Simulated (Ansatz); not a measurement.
Wurtzite alloy of AlN and SiC (30 of 48 Al sites, 30 of 48 N sites exchanged), 96 atoms

Ansatz, PAW, plane waves. PBEsol relaxation of cell lengths and atoms (angles held) at the single k point (¼, ¼, ¼) without its symmetry partners; single points on the relaxed atoms at the Γ point alone, onto which points of the small cell's zone fold. Arrangement: quasirandom. No spin–orbit coupling unless named.

Relaxed structure:

```
Si Al N C
1.0
     9.28655    0.00000    0.00000
     0.00000   10.75945    0.00000
     0.00000    0.00000   10.05201
Si Al N C
30 18 18 30
Direct
  0.16711 0.08004 0.24922
  0.16224 0.08755 0.74521
  0.99845 0.33345 0.74991
  0.33095 0.33405 0.24995
  0.16803 0.58582 0.25191
  0.99772 0.83327 0.74626
  0.83231 0.07836 0.24260
  0.83314 0.08440 0.74740
  0.66917 0.33141 0.74300
  0.33492 0.83118 0.74508
  0.83484 0.58392 0.25004
  0.66534 0.83470 0.24652
  0.66752 0.83169 0.74249
  0.99676 0.16752 0.49790
  0.00016 0.16751 0.99957
  0.33116 0.16769 0.49687
  0.16795 0.41976 0.00609
  0.00095 0.67063 0.50475
  0.66703 0.16945 0.50130
  0.66826 0.16339 0.99928
  0.49778 0.41679 0.00564
  0.33118 0.67055 0.50523
  0.16561 0.91809 0.50288
  0.83403 0.42009 0.00426
  0.66625 0.66951 0.49685
  0.66796 0.65829 0.00737
  0.49766 0.91730 0.49859
  0.50137 0.91710 0.00122
  0.83456 0.91720 0.49748
  0.83461 0.91501 0.99875
  0.99791 0.33297 0.24911
  0.49841 0.08369 0.25142
  0.50049 0.08328 0.74144
  0.33121 0.33620 0.74890
  0.16409 0.57959 0.74775
  0.00397 0.83216 0.25065
  0.66741 0.33377 0.24926
  0.49509 0.58552 0.25157
  0.50300 0.58061 0.74816
  0.33076 0.83649 0.24948
  0.83368 0.58210 0.74506
  0.33140 0.17131 0.00424
  0.16184 0.41410 0.50053
  0.99781 0.66080 0.00013
  0.50259 0.41419 0.50241
  0.33398 0.66438 0.00148
  0.16689 0.92086 0.99402
  0.83220 0.41163 0.49987
  0.99608 0.15825 0.18197
  0.32444 0.16057 0.68645
  0.00051 0.66023 0.19211
  0.67769 0.16177 0.17545
  0.66470 0.67858 0.68124
  0.50319 0.90939 0.69195
  0.16124 0.09330 0.92779
  0.00042 0.32064 0.43682
  0.50614 0.07980 0.93925
  0.33125 0.32594 0.43521
  0.33542 0.34177 0.94347
  0.16762 0.57539 0.94250
  0.99061 0.83597 0.93156
  0.65999 0.32551 0.94242
  0.49959 0.59263 0.44946
  0.50972 0.57863 0.94417
  0.34745 0.84149 0.92613
  0.66329 0.83089 0.92880
  0.99814 0.16480 0.68685
  0.32196 0.17206 0.19441
  0.17058 0.42050 0.19053
  0.15800 0.40851 0.69193
  0.99884 0.67650 0.68947
  0.67374 0.16625 0.69071
  0.49256 0.41136 0.18451
  0.50763 0.41050 0.69681
  0.32289 0.66752 0.18978
  0.33629 0.67322 0.69187
  0.16411 0.92671 0.18226
  0.16898 0.92202 0.69854
  0.83351 0.42411 0.18398
  0.83341 0.40824 0.69720
  0.67420 0.67251 0.18821
  0.50861 0.91523 0.17789
  0.82770 0.91689 0.18028
  0.82919 0.91897 0.69026
  0.16373 0.08568 0.44012
  0.00095 0.33105 0.94329
  0.49872 0.08301 0.45381
  0.16699 0.58934 0.43824
  0.00057 0.83649 0.44777
  0.83196 0.08269 0.43128
  0.83414 0.08147 0.93749
  0.66486 0.32365 0.43758
  0.33349 0.83681 0.45191
  0.83281 0.59073 0.43805
  0.82111 0.57990 0.93976
  0.66407 0.83602 0.43915
```

(1) What are the mean bond lengths by pair (pairs within 1.2 times the sum of covalent radii, less contacts 15 % beyond the pair's median; cation–cation pairs of compounds aside; long ionic contacts are cut short by that bound)?

(2) What gap lies between the top filled and the lowest empty level in the single points?

Answers

(1) Al–C 1.947 ± 0.040 Å (standard deviation, 40 bonds); Al–N 1.965 ± 0.036 Å (standard deviation, 32 bonds); C–Si 1.862 ± 0.045 Å (standard deviation, 80 bonds); N–Si 1.858 ± 0.062 Å (standard deviation, 40 bonds).

(2) HSE06 3.27 eV (3.1 min on 7 threads of Neoverse-V2).
